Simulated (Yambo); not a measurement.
Yambo run on K2NaScF6 (space group Fm-3m, No. 225). The wavefunctions come from this Quantum ESPRESSO step (LDA, PseudoDojo standard norm-conserving files, scalar-relativistic):

```
&CONTROL
  calculation = 'nscf'
  pseudo_dir = './pseudo'
  outdir = './out'
/
&SYSTEM
  ibrav = 0
  nat = 10
  ntyp = 4
  ecutwfc = 88.0
  ecutrho = 352.0
  occupations = 'fixed'
  force_symmorphic = .true.
  nbnd = 307
/
&ELECTRONS
  conv_thr = 1e-08
  diago_full_acc = .true.
  diago_thr_init = 1e-08
/
ATOMIC_SPECIES
F 18.9984 F.upf
Na 22.9898 Na.upf
K 39.0983 K.upf
Sc 44.9559 Sc.upf
CELL_PARAMETERS angstrom
  0.000000000000   4.304855000000   4.304855000000
  4.304855000000   0.000000000000   4.304855000000
  4.304855000000   4.304855000000   0.000000000000
ATOMIC_POSITIONS crystal
F   0.235830000000   0.235830000000   0.764170000000
F   0.764170000000   0.764170000000   0.235830000000
F   0.764170000000   0.235830000000   0.235830000000
F   0.235830000000   0.764170000000   0.764170000000
F   0.235830000000   0.764170000000   0.235830000000
F   0.764170000000   0.235830000000   0.764170000000
Na   0.500000000000   0.500000000000   0.500000000000
K   0.250000000000   0.250000000000   0.250000000000
K   0.750000000000   0.750000000000   0.750000000000
Sc   0.000000000000   0.000000000000   0.000000000000
K_POINTS automatic
2 2 2 0 0 0
```

Yambo input:

```
rim_cut
gw0
dyson
el_el_corr
HF_and_locXC
ppa
em1d
RandQpts= 1000000
RandGvec= 1 Ry
EXXRLvcs= 88 Ry
VXCRLvcs= 352 Ry
Chimod= "HARTREE"
% BndsRnXp
 3 | 304 |
%
NGsBlkXp= 8 Ry
% LongDrXp
 1.0 | 1.0 | 1.0 |
%
PPAPntXp= 27.2114 eV
% GbndRnge
 1 | 304 |
%
GTermKind= "BG"
DysSolver= "n"
ExtendOut
% QPkrange
 1 | 1 | 40 | 41 |
 2 | 2 | 40 | 41 |
 3 | 3 | 40 | 41 |
%
```

k points by index: 1 = Γ, 2 = L, 3 = X.

The o-*.qp file then holds:

```
#    K-point    Band    Eo [eV]    E [eV]    E-Eo [eV]    Vxc [eV]    Vnlxc [eV]    Sc|Eo [eV]    Sc|E [eV]    dSc/dw|Eo [eV]    Re(Z)    Im(Z)
#
    1    40    0.000000    -2.377563    -2.377563    -22.28751    -30.06895    4.833123    5.403872    -6.531859    0.806423    -0.001187
    1    41    6.411992    8.073672    1.661680    -9.376577    -4.567594    -2.949861    -3.147304    -3.233165    0.893801    -0.630777E-3
    2    40    -0.146828    -2.548946    -2.402118    -22.00271    -29.79915    4.818338    5.394324    -6.524414    0.806601    -0.001183
    2    41    7.023010    10.11822    3.095209    -18.60078    -10.34490    -4.529845    -5.160675    -5.545563    0.830703    -0.001426
    3    40    -0.012377    -2.386218    -2.373841    -22.24787    -30.01765    4.826670    5.395935    -6.525094    0.806585    -0.001182
    3    41    7.011525    10.12813    3.116606    -18.66922    -10.36553    -4.549985    -5.187090    -5.562282    0.830280    -0.001420
```
(The two width columns are left out.) Convergence of these settings isn't established.

Geometry of the Materials Project entry, not relaxed at this level.
